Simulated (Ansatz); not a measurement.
NaF:
```cif
data_F4Na4
_chemical_formula_sum 'Na4 F4'
_space_group_name_H-M_alt 'Fm-3m'
_space_group_IT_number 225
_space_group_name_Hall '-F 4 2 3'
_cell_length_a 4.59507
_cell_length_b 4.59507
_cell_length_c 4.59507
_cell_angle_alpha 90.000
_cell_angle_beta 90.000
_cell_angle_gamma 90.000
loop_
_atom_site_label
_atom_site_type_symbol
_atom_site_symmetry_multiplicity
_atom_site_Wyckoff_symbol
_atom_site_fract_x
_atom_site_fract_y
_atom_site_fract_z
_atom_site_occupancy
Na1 Na 4 a 0.00000 0.00000 0.00000 1
F1 F 4 b 0.50000 0.50000 0.50000 1
```
(The calculation used a cell of 2 atoms; values per cell refer to that cell.)

Relaxed with r²SCAN.

Problem. Decompose the optical modes at the zone centre into irreducible representations, and say which are infrared and Raman allowed.

Solution. Point group m-3m: Γ_opt = T1u. Infrared: T1u. Raman: none.

Problem. Assign frequencies (DFPT, plane-wave PAW r²SCAN (Ansatz code); without the LO–TO term).

Solution. T1u 263 cm⁻¹.

The r²SCAN relaxation kept the symmetry of its start.

Potentials: the earlier of the program's two PAW sets. The files were generated under PBE; for other functionals the program regenerates the frozen cores, and for LDA and PBEsol the local potential too.
